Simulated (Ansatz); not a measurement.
**Y: stationary points along a deformation path**

The calculation used DFT r2SCAN, scalar-relativistic, plane waves, PAW (Ansatz 0.2.0). Cutoff 500 eV, Γ-centred 18×18×18 k-points, Gaussian smearing of 0.15 eV. No spin polarisation. Energies are free energies at this smearing, counted from the undisturbed cell; pressure is positive in compression.

Reference structure (as given, not relaxed at this level; it stands at 3.3 GPa; this fcc form isn't the usual structure):

```
Y
1.0
     0.00000    2.48500    2.48500
     2.48500    0.00000    2.48500
     2.48500    2.48500    0.00000
Y
1
Direct
  0.00000 0.00000 0.00000
```

At fixed volume and fractional coordinates, lengths along (0.000, 0.000, 1.000) are scaled against those across it; ρ is that ratio over its starting value. V = 30.691 Å³/atom. Δσ is the stress along the axis less the mean stress across it (compression positive).

```csv
ρ,ΔE (meV/atom),Δσ (GPa),space group
0.650,61.8,0.80,I4/mmm
0.707,59.0,0.00,Im-3m
0.780,49.1,1.92,I4/mmm
0.850,25.1,2.14,I4/mmm
0.920,7.3,1.30,I4/mmm
0.960,1.8,0.68,I4/mmm
1.000,0.0,0.00,Fm-3m
1.050,2.8,-0.92,I4/mmm
1.100,11.1,-1.90,I4/mmm
1.200,45.9,-4.64,I4/mmm
1.300,113.0,-8.73,I4/mmm
1.414,235.8,-14.34,I4/mmm
1.500,360.3,-18.59,I4/mmm
```

**Question.** How does the stress give the slope of the energy, and where is the energy stationary?

**Answer.** Along the path d ln(length) is 2/3 d ln ρ on the axis and −1/3 d ln ρ across it, so dE/d ln ρ = −(2/3) V Δσ: the energy falls with ρ where Δσ is positive. Δσ vanishes or changes sign at ρ = 0.707 (Im-3m), a stationary point at 59.0 meV/atom; at ρ = 1.000 (Fm-3m), a minimum at 0.0 meV/atom. Pairs of stationary points between two samples would go unseen, and could change a minimum read from distant neighbours into a maximum. At ρ = 0.707, 1.000 the cell is cubic, where symmetry alone makes the stress isotropic and the slope zero.

**Question.** Which shear constant sets the curvature at ρ = 1?

**Answer.** For a cubic crystal E/V = (2/3) C (ln ρ)² with C = C′ = (C11 − C12)/2, so Δσ = −2C ln ρ. The parabola of Δσ against ln ρ through ρ = 0.960, 1 and 1.050 gives C ≈ 8.9 GPa with the ions clamped, rough because the steps are large. It is the stress–strain coefficient at this cell's pressure of 3.3 GPa, not the zero-pressure constant.

**Question.** Integrate that slope from ρ = 1 to 0.850 by the trapezoid rule.

**Answer.** With V/N in Å³ and 1 eV/Å³ = 160.2 GPa the slopes at ρ = 1.000, 0.960, 0.920, 0.850 are 0, -87, -166, -274 meV/atom per unit of ln ρ. The steps add 1.8 + 5.4 + 17.4 = 24.6 meV/atom, against 25.1 from the energies; the trapezoid rule misses the curvature of the slope within each step.

In a metal these slopes depend on the k mesh and the smearing.